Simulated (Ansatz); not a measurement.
Hf₂O in space group P6_3/mmc (No. 194; Hf on 4f, O on 2b), plane-wave PAW PBEsol (Ansatz code), all energies at zero smearing, with the estimated change up to a 700 eV cutoff added, with one set of potentials and settings (totals compare only within such a set). Cell of 6 atoms (4 Hf, 2 O): -63521.548 eV.

```tsv
element	reference phase	E (eV/atom)
Hf	P6_3/mmc, 2 atoms in the cell	-15598.8041
O	C2/m, 4 atoms in the cell, spin-polarised	-558.3609
```

Formation energy per atom, worked out: (-63521.548 − 4×(-15598.8041) − 2×(-558.3609))/6 = -1.602 eV/atom (-155 kJ per mol of atoms), at 0 K, without zero-point energy or fitted corrections.

The start of the workflow was typed in or built on a structure type; neither database checked (COD, Materials Project) lists it. Its standing as an ambient phase is unchecked. The cell was relaxed with PBEsol under the symmetry of its start; whether a distortion lowers the energy is not shown. No spin polarisation was allowed. The references are the lowest solids computed at this level, not always the standard phases (solids in place of the gases). Spin–orbit coupling is left out wherever it is not named.

Potentials: the earlier of the program's two PAW sets. The files were generated under PBE; for other functionals the program regenerates the frozen cores, and for LDA and PBEsol the local potential too.
